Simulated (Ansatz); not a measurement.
V₃Si:
```
CELL_PARAMETERS angstrom
      4.64891     0.00000     0.00000
      0.00000     4.64891     0.00000
      0.00000     0.00000     4.64891
ATOMIC_POSITIONS crystal
  V  0.25000 0.00000 0.50000
  V  0.75000 0.00000 0.50000
  V  0.00000 0.50000 0.25000
  V  0.00000 0.50000 0.75000
  V  0.50000 0.25000 0.00000
  V  0.50000 0.75000 0.00000
  Si 0.00000 0.00000 0.00000
  Si 0.50000 0.50000 0.50000
```

Relaxed with PBEsol.

Problem. Give the Bader charges and basin volumes of the independent atoms, PBEsol (plane waves, PAW; program Ansatz).

Solution. 

```tsv
atom	Bader charge (e)	Bader volume (Å³)
V1	+0.41	11.3
Si7	-1.23	16.4
```

Space group Pm-3n (A15 (Cr3Si type)). The cell was relaxed with PBEsol under the symmetry of its start. The workflow began spin-polarised and lost its moments.

Potentials: the later of the program's two PAW sets.
